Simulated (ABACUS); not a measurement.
Input and output of a self-consistent single point for FeSi (P2_13, 8 atoms in the cell; from Materials Project mp-871, lattice scaled a little) (ABACUS).

Computed with PBE, numerical atomic orbitals DZP (confined pseudo-atomic orbitals; energy shift 0.003 Ry), PseudoDojo 0.5 standard norm-conserving PBE (tails mended) pseudopotentials (ABACUS 3.10.1).

```
CELL_PARAMETERS angstrom
      4.38416     0.00000     0.00000
      0.00000     4.38416     0.00000
      0.00000     0.00000     4.38416
ATOMIC_POSITIONS crystal
  Fe 0.86309 0.63691 0.36309
  Fe 0.63691 0.36309 0.86309
  Fe 0.36309 0.86309 0.63691
  Fe 0.13691 0.13691 0.13691
  Si 0.15870 0.34130 0.65870
  Si 0.34130 0.65870 0.15870
  Si 0.65870 0.15870 0.34130
  Si 0.84130 0.84130 0.84130
```

Reference input (self-consistent single point, DFT, PBE, numerical atomic orbitals DZP (confined pseudo-atomic orbitals; energy shift 0.01 Ry), PseudoDojo 0.5 standard norm-conserving PBE (tails mended) pseudopotentials): basis = DZP numerical atomic orbitals, energy shift 0.01 Ry; KPT = Gamma 5 5 5 0 0 0; basis_type = lcao; ecutwfc = 100 Ry; smearing_method = mv; smearing_sigma = 0.0146997 Ry; potentials = PseudoDojo 0.5 standard norm-conserving PBE (tails mended); symmetry = 1; symmetry_prec = 1e-05; ks_solver = scalapack_gvx; scf_nmax = 100; scf_thr = 1.0e-07. This run's input differs from it in these lines:

```diff
@@ -27,4 +27,4 @@
 NUMERICAL_ORBITAL
-Fe_pbe_6.6au_3s2p2d.orb
-Si_pbe_6.9au_2s2p1d.orb
+Fe_pbe_7.6au_3s2p2d.orb
+Si_pbe_8.1au_2s2p1d.orb
```

The program printed (abridged):

```
 SELF-CONSISTENT
 -------------------------------------------

                  longest orb rcut (Bohr) = 8.1
   longest nonlocal projector rcut (Bohr) = 1.94
                     search radius (Bohr) = 20.1

                          real space grid = [ 54, 54, 54 ]

                                 init_chg = atomic

 LCAO ALGORITHM --------------- ION=   1  ELEC=   1--------------------------------

 Density error is 0.0565240094175
 E_KohnSham     -1036.5681172931     -14103.2327603189
 E_Fermi        1.2703773836         17.2843710274

 LCAO ALGORITHM --------------- ION=   1  ELEC=   2--------------------------------

   [... lines left out ...]

   [... 5 blocks of this kind left out ...]

 LCAO ALGORITHM --------------- ION=   1  ELEC=   8--------------------------------

 Density error is 5.98489303852e-07
 E_KohnSham     -1036.6891725074     -14104.8798010056
 E_Fermi        1.2989773903         17.6734940808

 LCAO ALGORITHM --------------- ION=   1  ELEC=   9--------------------------------

 Density error is 9.91910162864e-08
 E_KohnSham     -1036.6891725073     -14104.8798010043
 E_KS(sigma->0) -1036.6902202809     -14104.8940566959
 E_entropy(-TS) 0.0020955473         0.0285113832
 E_Fermi        1.2989777970         17.6734996151
 charge density convergence is achieved
 final etot is -14104.879801 eV
 EFERMI = 17.673499615 eV

 STATE ENERGY(eV) AND OCCUPATIONS    NSPIN == 1
   [... 47 lines left out ...]

 TOTAL-FORCE (eV/Angstrom)
                       Fe1        -0.1374707138         0.1374707138        -0.1374707138
                       Fe2         0.1374707138        -0.1374707138        -0.1374707138
                       Fe3        -0.1374707138        -0.1374707138         0.1374707138
                       Fe4         0.1374707138         0.1374707138         0.1374707138
                       Si1        -0.0463333444         0.0463333444        -0.0463333444
                       Si2         0.0463333444        -0.0463333444        -0.0463333444
                       Si3        -0.0463333444        -0.0463333444         0.0463333444
   [... lines left out ...]

 TOTAL-STRESS (KBAR)
       115.8490658263         0.0000000000        -0.0000000000
         0.0000000000       115.8490658263        -0.0000000000
        -0.0000000000        -0.0000000000       115.8490658263
 TOTAL-PRESSURE: 115.849066 KBAR

 --------------------------------------------
 !FINAL_ETOT_IS -14104.8798010042537499 eV
 --------------------------------------------
```

The run converged in 9 iterations. Against the reference run the free energy falls by 302 meV/atom, the pressure goes from 8.41 to 11.58 GPa and the largest force goes from 0.160 to 0.238 eV/Å.

The atom-centred basis is finite, which shifts total energies, pressures and forces against plane waves. The run has no spin polarisation, so moments on Fe cannot form. This run is one point of a test of settings, so its values need not be converged; read them against the reference run alone. The structure comes from a collection of computed structures, made at another level of theory; the collection holds predicted forms beside known ones. Its lattice was then scaled. No clean gap shows at this smearing width and mesh (spacing up to 0.29 Å⁻¹); the mesh is coarse for partly filled bands, so the values carry mesh errors.

Cost on one core: about 90 core-seconds (a rough figure).

The atomic orbitals were generated for these runs; they are not ABACUS's published sets and were checked against plane waves on a few crystals only.

“Tails mended”: in these copies of the files the far tail of each local potential was reset to the Coulomb form.
